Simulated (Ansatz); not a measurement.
## Step by step: V, relaxation of cell and atoms

Computed with Ansatz 0.2.0, DFT, PBE, PAW with Ansatz's default frozen-core files, scalar-relativistic.

Command: `ansatz run input.yaml --threads 1 --pin off --max-ram 3072MiB --backend cpu --events-out ev --progress --plain --runs-dir out` The run took about 7 s on 1 thread of a shared machine.

```yaml
crystal:
  lattice:
    - [-1.51435, 1.51435, 1.51435]
    - [1.51435, -1.51435, 1.51435]
    - [1.51435, 1.51435, -1.51435]
  atoms:
    - { symbol: V, position: [0.0, 0.0, 0.0], spin: 1.5 }
magnetization:
  spin_polarized: true
kpoints:
  mp_grid: { grid: [15, 15, 15] }
scf:
  occupations: { method: fermi_dirac, width: 0.05 }
hamiltonian:
  xc: pbe
  pseudopotentials: { kind: paw }
output:
  forces: true
  stress: true
  efg: { contact_densities: true }
relax:
  f_tol: 0.005
  max_steps: 80
  cell: {}
```

The run is spin-polarised from parallel moments and ends with 0.00 μB in the cell; other orders may lie lower.

The cell comes from COD entry 4001362, which wasn't checked; take it as a given geometry.

The cutoff is 420 eV; energies and pressures of the walk include the program's estimate of the Pulay term.

Each frame lists the cell vectors (Å), then Cartesian positions (Å); symmetry keeps all forces zero. Free energies count from the first step, -2912.4119 eV.

The walk took 4 evaluations in all; steps that aren't listed are left out.

Step 1: E = 0.0 meV, P = -5.57 GPa

```
cell -1.5144 1.5144 1.5144 1.5144 -1.5144 1.5144 1.5144 1.5144 -1.5144
V     0.0000    0.0000    0.0000
```

**Question.** How does the relaxation end?

**Answer.** It converges, with a = 2.996 Å, b = 2.996 Å, c = 2.996 Å, α = 90.00°, β = 90.00°, γ = 90.00° (conventional cell, space group Im-3m). The last solve (on a basis chosen afresh for the final cell, so its energy is not quite comparable) gives E = -8.0 meV, P = -0.04 GPa:
```
cell -1.4981 1.4981 1.4981 1.4981 -1.4981 1.4981 1.4981 1.4981 -1.4981
V     0.0000    0.0000    0.0000
```
